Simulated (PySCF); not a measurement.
PySCF single point, B3LYP/6-31G*, density fitting, C-PCM implicit glyme (electrostatics alone), on benzoquinone, C6H4O2 (SMILES O=C1C=CC(=O)C=C1), charge 0, multiplicity 1.

```python
from pyscf import gto, scf, dft
mol = gto.M(atom='''
O     -2.668270    -0.000003    -0.000002
C     -1.454123    -0.000003    -0.000031
C     -0.667252     1.249622     0.000001
C      0.667250     1.249626    -0.000000
C      1.454123     0.000003     0.000031
O      2.668270     0.000003     0.000002
C      0.667252    -1.249622    -0.000001
C     -0.667250    -1.249626     0.000000
H     -1.240646     2.166451     0.000020
H      1.240636     2.166460    -0.000021
H      1.240646    -2.166451    -0.000020
H     -1.240636    -2.166460     0.000021
''', basis='6-31G*', charge=0, spin=0, verbose=3)
mf = dft.RKS(mol, xc='B3LYP')
mf = mf.density_fit()
mf = mf.PCM()
mf.with_solvent.method = 'C-PCM'
mf.with_solvent.eps = 7.2
mf.max_cycle = 100
e = mf.kernel()
print('converged', mf.converged)
print('E_total', e)
print('nao', mol.nao)
print('HOMO', mf.mo_energy[mf.mo_occ > 0].max())
mf.dip_moment()
```

It prints:

```

WARN: PCM is an experimental feature. It is still in testing.
Features and APIs may be changed in the future.

converged SCF energy = -381.451771926675
converged True
E_total -381.4517719266746
nao 120
HOMO -0.2677214585395733
Dipole moment(X, Y, Z, Debye):  0.00000, -0.00000,  0.00000
```

The total energy is -10379.83 eV, -0.23 eV from the same level's vacuum run.
